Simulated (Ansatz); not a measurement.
## Will it converge? BaTiO$_{3}$

System: BaTiO$_{3}$, a measured crystal structure (space group P4/mmm); the cell holds 5 atoms. Source: COD entry 2100860, which need not be the ambient phase.

```
Ba Ti O
1.0
     3.99980    0.00000    0.00000
     0.00000    3.99980    0.00000
     0.00000    0.00000    4.01800
Ba Ti O
1 1 3
Direct
  0.00000 0.00000 0.00000
  0.50000 0.50000 0.50000
  0.50000 0.50000 0.00000
  0.50000 0.00000 0.50000
  0.00000 0.50000 0.50000
```

Atoms are numbered from 1 in the order listed.

These are results of DFT, LDA, PAW, plane waves, scalar-relativistic in Ansatz, not measurements.

```json
{
 "Plane-wave cutoff": "420 eV",
 "k-point mesh": "6×6×6 (Γ-centred)",
 "Occupations": "Fermi–Dirac smearing, 0.02 eV",
 "Valence electrons": "40",
 "Spin": "off"
}
```

The starting density is a sum of atomic densities corrected by a trained network, so it is already close to self-consistency.

Gaps of semilocal functionals run low against measured ones.

Default run: converged in 6 iterations, with a gap of 1.71 eV on the k-mesh. The search for lower states is off, and runs that name a mixer don't switch to direct minimisation.

Question: What happens with cold smearing, width 0.15 eV (limit 60 iterations)?

Answer: Converged in 6 iterations: free energy unchanged, zero-width estimate unchanged.

Question: Change to Broyden, β 0.7, preconditioner LDOS (limit 60 iterations). Does it converge, and to what?

Answer: Converged in 7 iterations: the same free energy.

Question: Outcome with Broyden, β 0.5, preconditioner Resta (limit 60 iterations)?

Answer: Converged in 8 iterations: the same free energy.

Question: Outcome with cold smearing, width 0.05 eV (limit 60 iterations)?

Answer: Converged in 6 iterations: free energy unchanged, zero-width estimate unchanged.

Question: What happens with Anderson, β 0.2, history 12, no preconditioner (limit 60 iterations)?

Answer: Converged in 9 iterations: the same free energy.

Question: Rank these settings by the iterations they needed, fewest first.
A. default SCF settings
B. Anderson, β 0.2, history 12, no preconditioner
C. Broyden, β 0.7, preconditioner LDOS
D. Broyden, β 0.5, preconditioner Resta

Answer: A (6), C (7), D (8), B (9).
